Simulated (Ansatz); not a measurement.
Total density of states per atom from DFT-LDA in the program Ansatz with PAW potentials, in 0.25 eV bins, energy from the valence-band maximum:

(E (eV), states/eV/atom): (-5.99, 0.00); (-5.74, 0.47); (-5.49, 0.49); (-5.24, 0.60); (-4.99, 0.54); (-4.74, 0.52); (-4.49, 0.60); (-4.24, 0.66); (-3.99, 0.74); (-3.74, 0.82); (-3.49, 0.57); (-3.24, 0.50); (-2.99, 0.58); (-2.74, 0.48); (-2.49, 0.54); (-2.24, 0.74); (-1.99, 0.60); (-1.74, 0.72); (-1.49, 0.84); (-1.24, 1.21); (-0.99, 0.93); (-0.74, 0.51); (-0.49, 0.35); (-0.24, 0.30); (0.01, 0.10); (0.26, 0.00); (0.51, 0.00); (0.76, 0.00); (1.01, 0.00); (1.26, 0.00); (1.51, 0.00); (1.76, 0.00); (2.01, 0.00); (2.26, 0.02); (2.51, 0.05); (2.76, 0.05); (3.01, 0.06); (3.26, 0.08); (3.51, 0.15); (3.76, 0.31); (4.01, 0.30); (4.26, 0.32); (4.51, 0.36); (4.76, 0.47); (5.01, 0.56); (5.26, 0.57); (5.51, 0.58); (5.76, 0.59); (6.01, 0.35); (6.26, 0.30); (6.51, 0.30); (6.76, 0.40); (7.01, 0.29)

**Question.** Which compound is it?
(A) LiTaO3, P4mm (Ta on 1b, Li on 1a, O on 1b, O on 2c)
(B) TaP, I4_1md (Ta on 4a, P on 4a)
(C) HfO2, CdI2 type
(D) LiF, rock salt

**Answer.** A, LiTaO3, P4mm (Ta on 1b, Li on 1a, O on 1b, O on 2c). Top 1 eV of the valence band: O 2p 97 %. Bottom 1 eV of the conduction band: Ta 5d 89 %, O 2p 9 %. Projections are on Löwdin-orthogonalised atomic valence shells; empty p or d shells of many metals are not among them.

The start of the workflow was typed in or built on a structure type; neither database checked (COD, Materials Project) lists it. It is not the phase usual at ambient conditions (space group No. 161). The cell was relaxed with LDA under the symmetry of its start. At this level the phase is dynamically unstable (imaginary phonons). No spin polarisation was allowed. Scalar-relativistic: spin–orbit coupling is off unless named, which matters more the heavier the elements.

Potentials: the earlier of the program's two PAW sets. The files were generated under PBE; for other functionals the program regenerates the frozen cores, and for LDA and PBEsol the local potential too.
